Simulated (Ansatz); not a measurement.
Simulated powder pattern, Cu Kα, λ = 1.54184 Å (kinematic, ideal powder, no thermal factors, no anomalous dispersion; the 30 strongest lines at most, above 1 %, up to 2θ = 90°):

```tsv
2θ (°)	I/Imax (%)
10.31	13
20.69	21
31.26	66
31.35	87
31.94	6.6
34.20	100
35.81	85
39.83	1.4
42.11	1.9
42.18	16
47.42	48
53.36	3.7
55.43	64
56.43	16
56.55	1.0
59.70	42
59.81	6.5
65.03	46
65.08	9.6
65.21	6.1
66.77	14
67.77	14
70.26	1.7
71.98	1.4
72.03	3.0
75.88	11
77.95	9.3
80.55	6.5
83.09	5.2
85.88	14
```

The pattern belongs to a structure relaxed with DFT-PBEsol in the program Ansatz with PAW potentials.

Task: Which compound is it?
A) MgInGaO4, R3m (Pearson symbol hR7)
B) SrZrO3, R3c (Sr on 6a, Zr on 6a, O on 18b)
C) ZnInGaO4, R3m (Pearson symbol hR7)
D) TiOF, Cmmm (Ti on 2a, Ti on 2c, F on 4i, O on 4h)

Result: C, ZnInGaO4, R3m (Pearson symbol hR7)

Task: Give the lattice parameters.

Result: a = 3.315 Å, c = 25.752 Å.

Symmetry was held in the PBEsol relaxation.

Potentials: the earlier of the program's two PAW sets. The files were generated under PBE; for other functionals the program regenerates the frozen cores, and for LDA and PBEsol the local potential too.
